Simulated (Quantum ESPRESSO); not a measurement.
```xyz
8
Lattice="2.4656 1.4235 4.5100 -2.4656 1.4235 4.5100 0.0000 -2.8471 4.5100" Properties=species:S:1:pos:R:3 pbc="T T T"
F      0.7119     1.4598     7.9069
F     -0.7119    -1.4598     5.6230
F     -1.6201    -0.1134     7.9069
F      1.6201     0.1134     5.6230
F      0.9082    -1.3464     7.9069
F     -0.9082     1.3464     5.6230
Mg     0.0000     0.0000     6.7650
Pd     0.0000     0.0000     0.0000
```

The geometry is that of Materials Project entry mp-7921, symmetrised and not relaxed again.

Problem. What does LDA (pw.x of Quantum ESPRESSO, ONCV potentials, scalar-relativistic) give for the electronic structure near the Fermi level?

Solution. The LDA gap is direct, 1.83 eV at F. Spin-orbit splittings are left out.
